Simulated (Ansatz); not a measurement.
Relaxed-ion elastic tensor of V (bcc (W type), space group No. 229) in GPa (Voigt order), PBE+D3(BJ) (plane waves, PAW; program Ansatz); density 6.59 g/cm³, 12.84 Å³ per atom.

```json
[
 {"": "1", "1": "295", "2": "150", "3": "150", "4": "0.0", "5": "0.0", "6": "0.0"},
 {"": "2", "1": "150", "2": "295", "3": "150", "4": "0.0", "5": "0.0", "6": "0.0"},
 {"": "3", "1": "150", "2": "150", "3": "295", "4": "0.0", "5": "0.0", "6": "0.0"},
 {"": "4", "1": "0.0", "2": "0.0", "3": "0.0", "4": "24.2", "5": "0.0", "6": "0.0"},
 {"": "5", "1": "0.0", "2": "0.0", "3": "0.0", "4": "0.0", "5": "24.2", "6": "0.0"},
 {"": "6", "1": "0.0", "2": "0.0", "3": "0.0", "4": "0.0", "5": "0.0", "6": "24.2"}
]
```

Is the crystal mechanically stable?

Yes: the smallest eigenvalue of C is 24.2 GPa.

Work out the Voigt, Reuss and Hill averages.

K_V = 199, K_R = 199, K_H = 199; G_V = 43.5, G_R = 33.0, G_H = 38.3 GPa.

Give Young's modulus, Poisson's ratio, Pugh's ratio and the universal anisotropy index.

E = 9KG/(3K + G) = 108 GPa; ν = 0.41; K/G = 5.19 (ductile by the Pugh limit of 1.75); A_U = 5G_V/G_R + K_V/K_R − 6 = 1.60.

Estimate the sound speeds and the Debye temperature.

v_l = √((K + 4G/3)/ρ) = 6160 m/s, v_t = √(G/ρ) = 2410 m/s, mean 2730 m/s; Θ = (h/k)(3n/4πV)^(1/3) v_m = 347 K.

Give the Zener ratio and Young's modulus along [100], [110] and [111].

A = 2C44/(C11 − C12) = 0.33; 1/E = S11 − 2(S11 − S12 − S44/2)Γ with Γ = 0, 1/4, 1/3 gives 194, 83.1, 69.8 GPa.

Solve the Christoffel equation for the three sound speeds along [100], [110], [111].

Eigenvalues of C_ijkl n_j n_l equal ρv². In km/s, slowest first: [100] 1.92, 1.92, 6.70; [110] 1.92, 3.32, 6.12; [111] 2.93, 2.93, 5.92.

Space group Im-3m (bcc (W type)). Symmetry was held in the PBE+D3(BJ) relaxation. The workflow began spin-polarised and lost its moments. The pairwise dispersion correction was not fitted to metals. As this level gives no gap, shear constants depend on the k-mesh and smearing (Fermi–Dirac, 0.1 eV here). On the denser mesh and wider smearing of the elastic run this cell carries a stress of 0.4 GPa.

Potentials: the later of the program's two PAW sets.
